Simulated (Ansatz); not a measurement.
Ge$_{2}$Mo:
```xyz
12
Lattice="6.3213 0.0000 0.0000 0.0000 3.4342 0.0000 0.0000 0.0000 8.5491" Properties=species:S:1:pos:R:3 pbc="T T T"
Ge     5.4624     0.8586     0.3502
Ge     4.0196     2.5757     4.6248
Ge     2.3017     0.8586     3.9243
Ge     0.8590     2.5757     8.1989
Mo     1.5765     0.8586     1.4649
Mo     1.5841     2.5757     5.7394
Mo     4.7372     0.8586     2.8097
Mo     4.7448     2.5757     7.0842
Ge     5.9316     0.8586     5.4055
Ge     3.5504     2.5757     1.1310
Ge     2.7709     0.8586     7.4181
Ge     0.3897     2.5757     3.1436
```

Relaxed with PBEsol. Special points in fractions of this cell's reciprocal vectors: Γ (0.000, 0.000, 0.000); X (0.500, 0.000, 0.000); S (0.500, 0.500, 0.000); Y (0.000, 0.500, 0.000); Z (0.000, 0.000, 0.500); U (0.500, 0.000, 0.500); R (0.500, 0.500, 0.500); T (0.000, 0.500, 0.500).

Problem. List the band energies nearest the Fermi level at these points for DFT-PBEsol in the program Ansatz with PAW potentials.

Solution. In eV from the Fermi level; about four levels below and three above (degenerate sets whole), none deeper than 8.9 eV; points with the same levels are listed once.

| k | below | above |
|---|---|---|
| Γ | -0.57 -0.42 -0.29 -0.05 | 0.29 0.78 1.25 |
| X | -0.65 -0.65 -0.26 -0.26 | 0.71 0.71 1.63 1.63 |
| S | -1.48 -1.48 -1.48 -1.48 | 1.37 1.37 1.37 1.37 |
| Y | -1.55 -1.55 -1.17 -1.17 | 1.23 1.23 1.26 1.26 |
| Z | -1.17 -1.17 -0.90 -0.90 | 0.12 0.12 0.55 0.55 |
| U | -0.59 -0.59 -0.36 -0.36 | 1.07 1.07 1.26 1.26 |
| R | -1.22 -1.22 -1.22 -1.22 | 1.59 1.59 1.59 1.59 |
| T | -1.20 -1.20 -1.04 -1.04 | 1.06 1.06 1.55 1.55 |

Space group Pnma. The workflow started from an entry of the Crystallography Open Database (COD). Whether it is the stable phase at ambient conditions was not checked. The PBEsol relaxation kept the symmetry of its start; whether a distortion lowers the energy is not shown. No spin polarisation was allowed. Spin–orbit coupling is left out wherever it is not named.

Potentials: the later of the program's two PAW sets.
